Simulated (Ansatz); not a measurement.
Relaxed SrO (rock salt):

```yaml
crystal:
  lattice:
    - [0.00000, 2.59750, 2.59750]
    - [2.59750, 0.00000, 2.59750]
    - [2.59750, 2.59750, 0.00000]
  atoms:
    - { symbol: O, position: [0.00000, 0.00000, 0.00000] }
    - { symbol: Sr, position: [0.50000, 0.50000, 0.50000] }
```

In this cell atom 2 (Sr, nearest neighbour O at 2.598 Å; its periodic images, 3.7 Å or more away, move with it) is moved by s along Cartesian [111], unit vector (0.577, 0.577, 0.577); all other atoms and the cell stay fixed.

All values below come from PBE (plane waves to 420 eV, PAW, scalar-relativistic; Ansatz, a first-principles code). k mesh 9×9×9 (Γ-centred), Fermi-Dirac smearing 0.05 eV. E stands for the smeared free energy. SrO was relaxed with its symmetry unable to fall. ΔE is measured from the undisplaced structure.

Successive frames, forces in eV/Å:

| frame | ΔE (meV/cell) | F on O1 | F on Sr2 |
|---|---|---|---|
| s = -0.156 Å | 22 | (-0.167, -0.167, -0.167) | (0.167, 0.167, 0.167) |
| s = 0.000 Å | 0 | (0.000, 0.000, 0.000) | (0.000, 0.000, 0.000) |
| s = 0.156 Å | 22 | (0.167, 0.167, 0.167) | (-0.167, -0.167, -0.167) |

Task: What are the energy and the forces in the next frame, s = 0.312 Å?

Result: ΔE (meV/cell) = 93.

```csv
atom,Fx,Fy,Fz
O1,0.364,0.364,0.364
Sr2,-0.364,-0.364,-0.364
```

(A displaced cell: forces are minus the slopes of the energy, force constants its curvatures, and phonons follow from these.)
